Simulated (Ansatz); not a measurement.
Theory: Ansatz, DFT, r2SCAN, plane waves (500 eV) with PAW, scalar-relativistic. The PAW files were generated under PBE, with cores re-solved for the functional.

An element in the omega (AlB2-type) structure gives this curve. The cell is scaled uniformly from the relaxed one, with fractional coordinates and shape fixed. Energies are extrapolated to zero smearing, pressures are those at the given smearing. Magnetic state: spin not included.

```
V (Å³/atom)  E − E₀ (meV/atom)  P (GPa)
     10.245              105.3    27.50
     10.711               42.8    16.05
     11.176                9.8     7.06
     11.642                0.0     0.01
     12.108                8.4    -5.52
     12.573               31.0    -9.85
     13.039               64.8   -13.21
```

(1) Which element is it?
A. ruthenium
B. osmium
C. copper
D. silicon

Results:

(1) C. Its fit is V₀ = 11.64 Å³/atom, B₀ = 156 GPa, B₀′ = 5.1.
